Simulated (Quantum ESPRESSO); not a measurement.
# Band energies of KBH$_{4}$

```xyz
12
Lattice="4.6634 0.0000 0.0000 0.0000 4.6777 0.0000 -0.0077 0.0000 6.5486" Properties=species:S:1:pos:R:3 pbc="T T T"
H      2.4930     3.5083     0.9307
H      2.1627     1.1694     5.6179
H      3.4927     4.5074     2.3449
H      1.1630     0.1703     4.2037
H      1.1630     2.1686     4.2037
H      3.4927     2.5092     2.3449
H      4.4943     3.5083     0.9314
H      0.1614     1.1694     5.6172
B      1.1624     1.1694     4.9112
B      3.4933     3.5083     1.6374
K      3.4927     3.5083     4.9122
K      1.1630     1.1694     1.6364
```

LDA (Quantum ESPRESSO, PseudoDojo norm-conserving, 76 Ry, without SOC); path ΓYHCEM1AXH1,MDZ,YD; energies in eV from the valence-band maximum.

```
k (1/Å)  point  band 12  band 13  band 14  band 15  band 16  band 17  band 18  band 19
-------  -----  -------  -------  -------  -------  -------  -------  -------  -------
0.00         Γ    -0.46    -0.45    -0.31     0.00     0.00     5.69     6.19     7.34
0.48         Y    -0.96    -0.43    -0.42    -0.07    -0.06     6.00     6.01     7.37
0.93              -1.25    -0.66    -0.44    -0.30    -0.27     6.53     7.00     7.64
1.15         H    -1.51    -0.48    -0.48    -0.39    -0.39     6.76     6.76     8.44
1.15         C    -1.51    -0.48    -0.48    -0.39    -0.39     6.76     6.76     8.44
1.38              -1.40    -0.62    -0.62    -0.38    -0.38     6.94     6.94     8.05
1.82         E    -0.93    -0.92    -0.92    -0.60    -0.60     7.26     7.26     7.26
1.82        M1    -0.93    -0.92    -0.92    -0.60    -0.60     7.26     7.26     7.27
2.06              -1.09    -0.73    -0.73    -0.48    -0.48     6.08     6.08     8.31
2.30         A    -1.14    -0.63    -0.63    -0.35    -0.35     5.64     5.64     7.99
2.64              -1.12    -0.71    -0.71    -0.33    -0.33     6.12     6.12     8.09
2.98         X    -1.20    -0.59    -0.59    -0.38    -0.38     7.03     7.03     7.68
3.45        H1    -1.51    -0.48    -0.48    -0.39    -0.39     6.76     6.76     8.44
3.45         M    -0.93    -0.92    -0.92    -0.60    -0.60     7.26     7.26     7.27
3.79              -1.28    -0.73    -0.73    -0.41    -0.41     7.08     7.08     7.74
4.13         D    -1.51    -0.48    -0.48    -0.38    -0.38     6.76     6.76     8.43
4.61         Z    -1.20    -0.60    -0.60    -0.37    -0.37     7.03     7.03     7.67
4.61         Y    -0.96    -0.43    -0.42    -0.07    -0.06     6.00     6.01     7.37
4.77              -0.95    -0.56    -0.43    -0.12    -0.10     6.12     6.27     7.36
5.28         D    -1.51    -0.48    -0.48    -0.38    -0.38     6.76     6.76     8.43
```

The LDA gap is indirect, 5.64 eV, from Γ to A; the smallest direct gap is 5.68 eV. Another conduction extremum on the path lies within 0.02 eV, too close to call.

Geometry of the Materials Project entry, not relaxed at this level.

The structure is a Materials Project entry; no match was found in the copy of COD used, and its stability was not checked.
